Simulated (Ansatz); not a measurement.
## Structures of CsAl2: which is lowest?

Plane-wave DFT in Ansatz with scalar-relativistic PAW potentials, cutoff 500 eV, Γ-centred meshes chosen by cell and gap, Gaussian smearing with energies taken to zero width. Every cell was relaxed (cell and atoms) in a run of its own, within the symmetry of its start. Functional: r2SCAN.

Relaxed structures (starts from databases or built by putting these elements on another compound's sites):
A. I4/mmm, 3 atoms in the computed cell, a = 3.852 Å, c = 13.849 Å; sites (symmetry × multiplicity) Cs 4/mmm × 2, Al -4m2 × 4; start: built
B. Fd-3m, 6 atoms in the computed cell, a = 8.917 Å; sites (symmetry × multiplicity) Cs -43m × 8, Al .-3m × 16; start: built

Problem. Rank them by energy. Could pressure change the order?

Solution.
| structure | group | E − E(lowest) (meV/atom) | V (Å³/atom) | gap on mesh (eV) |
| --- | --- | --- | --- | --- |
| A | I4/mmm | 0.0 | 34.24 | 0.00 |
| B | Fd-3m | 68 | 29.54 | 0.00 |

A is lowest, 68 meV/atom under B. B is denser by 4.70 Å³/atom, so pressure favours it: ΔE/ΔV, with ΔE in eV and 1 eV/Å³ = 160.2 GPa, gives about 2.3 GPa for equal enthalpy if both cells were rigid, a rough figure since the two compress differently. Other structures may lie lower than all of these, and vibrations aren't counted.

Spin-orbit coupling is left out, which matters for the bands of heavy elements.